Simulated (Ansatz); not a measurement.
GaAs:
```
GaAs
1.0
    0.00000     2.66452     2.66452
    2.66452     0.00000     2.66452
    2.66452     2.66452     0.00000
As Ga
1 1
Direct
  0.00000   0.00000   0.00000
  0.50000   0.50000   0.50000
```

Relaxed with r²SCAN.

**Question.** Map the electron localisation function on the plane through (0.000, 0.000, 0.000) spanned by u = [1, 0, 0] and v = [0, 1, -1] in lattice vectors, from plane-wave PAW r²SCAN (Ansatz code).

**Answer.** x is the fraction of u, y of v (the angle between them is 90°; rows are the nearest grid lines); atoms in the plane: As at (0.00, 0.00), Ga at (0.50, 0.50).
```
y \ x   0.000  0.105  0.158  0.263  0.368  0.474  0.526  0.632  0.737  0.842  0.895   1.00
------  -----  -----  -----  -----  -----  -----  -----  -----  -----  -----  -----  -----
1.00    0.198  0.166  0.438  0.649  0.441  0.129  0.129  0.441  0.649  0.438  0.166  0.198
0.947   0.079  0.224  0.488  0.658  0.446  0.147  0.147  0.446  0.658  0.488  0.224  0.079
0.842   0.439  0.594  0.675  0.689  0.454  0.273  0.273  0.454  0.689  0.675  0.594  0.439
0.789   0.620  0.674  0.704  0.659  0.388  0.260  0.260  0.388  0.659  0.704  0.674  0.620
0.684   0.603  0.613  0.599  0.394  0.270  0.209  0.209  0.270  0.394  0.599  0.613  0.603
0.632   0.441  0.454  0.454  0.295  0.216  0.080  0.080  0.216  0.295  0.454  0.454  0.441
0.526   0.129  0.207  0.273  0.258  0.080  0.051  0.051  0.080  0.258  0.273  0.207  0.129
0.474   0.129  0.207  0.273  0.258  0.080  0.051  0.051  0.080  0.258  0.273  0.207  0.129
0.368   0.441  0.454  0.454  0.295  0.216  0.080  0.080  0.216  0.295  0.454  0.454  0.441
0.316   0.603  0.613  0.599  0.394  0.270  0.209  0.209  0.270  0.394  0.599  0.613  0.603
0.211   0.620  0.674  0.704  0.659  0.388  0.260  0.260  0.388  0.659  0.704  0.674  0.620
0.158   0.439  0.594  0.675  0.689  0.454  0.273  0.273  0.454  0.689  0.675  0.594  0.439
0.0526  0.079  0.224  0.488  0.658  0.446  0.147  0.147  0.446  0.658  0.488  0.224  0.079
0.000   0.198  0.166  0.438  0.649  0.441  0.129  0.129  0.441  0.649  0.438  0.166  0.198
```

The density is the valence pseudo-density with augmentation charge, so density and ELF within about 1 Å of a nucleus are not all-electron values.

Space group Fm-3m (rock salt). The start of the workflow was typed in or built on a structure type; neither database checked (COD, Materials Project) lists it. It is not the phase usual at ambient conditions (space group No. 216). The cell was relaxed with r²SCAN under the symmetry of its start; its stability against distortions is not shown here.

Potentials: the earlier of the program's two PAW sets.
